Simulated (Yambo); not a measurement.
```
AgCl
1.0
    1.86561    -5.48694     0.00000
    1.86561     5.48694     0.00000
    0.00000     0.00000     3.79182
Cl Ag
2 2
Direct
  0.86461   0.13539   0.25000
  0.13539   0.86461   0.75000
  0.39856   0.60144   0.75000
  0.60144   0.39856   0.25000
```

AgCl (space group Cmcm, No. 63) under biaxial strain of +1 % along x and y, z relaxed: mean Im ε in 1 eV windows above the direct gap of 3.41 eV, for different electron-hole kernels (Yambo, broadening 0.15 eV, PBEsol (pw.x of Quantum ESPRESSO, ONCV potentials, no spin-orbit coupling) bands; 4×4×4 mesh, 16 valence and 5 conduction bands, static screening with 56 bands and a 4 Ry block, scissor 1.51 eV, Tamm-Dancoff; field along x).

| window (eV) | independent quasiparticles | BSE |
|---|---|---|
| 3.4 to 4.4 | 1.2 | 7.8 |
| 4.4 to 5.4 | 7.1 | 7.2 |
| 5.4 to 6.4 | 6.9 | 7.0 |
| 6.4 to 7.4 | 5.8 | 3.5 |
| 7.4 to 8.4 | 3.9 | 5.0 |

This run doesn't resolve bound excitons or single peaks, so only averages are given, and they too depend on the mesh; weight that the attraction moves below the gap isn't listed. All transitions below 8.96 eV are in the band window. The scissor comes from a G0W0 run whose convergence isn't established.

Spin-orbit splittings are left out.

This is not the ordinary phase of the substance; no match was found in the copy of COD used, and its stability was not checked.
